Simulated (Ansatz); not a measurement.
Relaxed SrVO₃ (cubic perovskite):

```
CELL_PARAMETERS angstrom
      3.85762     0.00000     0.00000
      0.00000     3.85762     0.00000
      0.00000     0.00000     3.85762
ATOMIC_POSITIONS crystal
  Sr 0.00000 0.00000 0.00000
  V  0.50000 0.50000 0.50000
  O  0.00000 0.50000 0.50000
  O  0.50000 0.50000 0.00000
  O  0.50000 0.00000 0.50000
```

Calculation: PBE (plane waves to 420 eV, PAW, scalar-relativistic; Ansatz, a program for electronic structure). k mesh 10×10×10 (Γ-centred), Fermi-Dirac smearing 0.05 eV. With partly filled bands, energies and forces of such displacements shift with the k mesh and the smearing. SrVO3 is run without spin polarisation and with no Hubbard U. SrVO3 was relaxed with its symmetry unable to fall.

One atom of the cell was then moved (with its periodic images), all else fixed, and the forces (eV/Å) came out as:

```tsv
atom	Fx	Fy	Fz
Sr1	0.060	0.000	0.000
V2	0.199	0.000	0.000
O3	-0.977	0.000	0.000
O4	0.359	0.000	0.000
O5	0.359	0.000	0.000
```

Task: Which atom was moved, and by which vector (Å)?

Result: O3, by (0.08, 0.00, 0.00), 0.08 Å in all.

(A displaced cell: forces are minus the slopes of the energy, force constants its curvatures, and phonons follow from these.)
